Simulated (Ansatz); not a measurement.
Starting cell, HfN (rock salt):

```
HfN
1.0
    0.00000     2.26274     2.26274
    2.26274     0.00000     2.26274
    2.26274     2.26274     0.00000
N Hf
1 1
Direct
  0.00000   0.00000   0.00000
  0.50000   0.50000   0.50000
```

In this cell atom 1 (N, nearest neighbour Hf at 2.263 Å; its periodic images, 3.2 Å or more away, move with it) is moved by s along Cartesian x, unit vector (1.000, 0.000, 0.000); all other atoms and the cell stay fixed.

These are r2SCAN (plane waves to 500 eV, PAW, scalar-relativistic; Ansatz, an electronic-structure program) values and carry that method's errors. k mesh 14×14×14 (Γ-centred), Fermi-Dirac smearing 0.05 eV. The energy includes the smearing's −TS. Left out: 2 of 11 points, with atoms too close for the PAW data. With partly filled bands, energies and forces of such displacements shift with the k mesh and the smearing. HfN is run without spin polarisation. HfN was relaxed with its symmetry unable to fall. Spin-orbit coupling is left out, though Hf is heavy. The zero of ΔE is the undisplaced structure. The last digit holds for this mesh only.

```tsv
s (Å)	ΔE (meV/cell)
-0.360	831.9
-0.270	442.1
-0.180	withheld
-0.090	47.3
0.000	0.0
0.090	47.3
0.180	withheld
0.270	442.1
0.360	831.9
```

**Question.** Fit an even polynomial form (powers 2, 4, 6) to the given rows and predict ΔE at s = 0.180.

**Answer.** Least squares on the 7 given rows: ΔE = (5825)·s² + (1618)·s⁴ + (22890)·s⁶, in meV/cell with s in Å; root-mean-square residual 0.01 meV/cell. At 0.180 the fit gives 191.2 meV/cell; the calculation gives 190.5 meV/cell, so the interpolation is off by 0.7 (+0.4 %). The quadratic term alone would give 188.7 meV/cell.

(For displaced atoms, the force is minus the slope of the energy, and its curvature is a force constant, which sets phonon frequencies.)
